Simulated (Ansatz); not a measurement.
# Calculated quadrupolar parameters for CsSnI3

The cell is a computed structure from the Materials Project (it need not be an observed phase).

```cif
data_structure
_symmetry_space_group_name_H-M 'P 1'
_symmetry_Int_Tables_number 1
_cell_length_a 8.6778
_cell_length_b 12.6239
_cell_length_c 8.7297
_cell_angle_alpha 90.000
_cell_angle_beta 90.000
_cell_angle_gamma 90.000
_cell_volume 956.32
loop_
_atom_site_label
_atom_site_type_symbol
_atom_site_fract_x
_atom_site_fract_y
_atom_site_fract_z
_atom_site_occupancy
Cs1 Cs 0.99498 0.75000 0.00940 1
Cs2 Cs 0.49498 0.75000 0.49060 1
Cs3 Cs 0.00502 0.25000 0.99060 1
Cs4 Cs 0.50502 0.25000 0.50940 1
Sn5 Sn 0.50000 0.00000 0.00000 1
Sn6 Sn 0.00000 0.50000 0.50000 1
Sn7 Sn 0.00000 0.00000 0.50000 1
Sn8 Sn 0.50000 0.50000 0.00000 1
I9 I 0.70241 0.99172 0.70275 1
I10 I 0.29759 0.49172 0.29725 1
I11 I 0.70241 0.50828 0.70275 1
I12 I 0.29759 0.00828 0.29725 1
I13 I 0.50041 0.25000 0.98019 1
I14 I 0.20241 0.50828 0.79725 1
I15 I 0.99959 0.75000 0.48019 1
I16 I 0.79759 0.49172 0.20275 1
I17 I 0.79759 0.00828 0.20275 1
I18 I 0.49959 0.75000 0.01981 1
I19 I 0.00041 0.25000 0.51981 1
I20 I 0.20241 0.99172 0.79725 1
```

Sites (sets of like atoms) are named by element and the number of their first atom in this list.

The numbers come from a DFT calculation in Ansatz (PBE, plane waves and PAW, scalar-relativistic, 420 eV cutoff, Γ-centred 4×3×3 k-points, Fermi–Dirac smearing 0.02 eV).

V_zz is the principal component of the electric field gradient with the largest magnitude, η = (V_xx − V_yy)/V_zz and C_Q = eQV_zz/h. ν_Q = 3|C_Q|/[2I(2I − 1)].

Cs-133: I = 7/2, Q = -3.430 mb; 127I: I = 5/2, Q = -688.2 mb. Quadrupole moments are those of Pyykkö's year-2017 table.

```csv
site,atoms (order as listed),first shell,C_Q (MHz),η,ν_Q (MHz)
Cs,"1, 2, 3, 4",12 I at 4.00–4.88 Å,-0.253,0.21,0.018
I9,"9, 10, 11, 12, 14, 16, …","2 Sn at 3.13–3.14 Å, angle 158°",-651,0.02,97.6
I13,"13, 15, 18, 19","2 Sn at 3.16 Å, angle 174°",-672,0.01,101
```

At I9 and I13 V_zz points along the line of its two bonds (within 1°) in each case.

Sn has no stable isotope with a ground-state quadrupole moment in the table, so these sites are left out.

Without spin–orbit coupling the gradients at and beside I can be off by some per cent, at some sites by more.

Hardware: 2 threads of Arm Neoverse V1 (aarch64; 8 cores open to the job, memory cap 5.0 GiB, no GPU), a shared host with a load of 0.6 a core. Wall time 2.5 min, CPU time 4.9 min, peak memory 2.8 GiB.
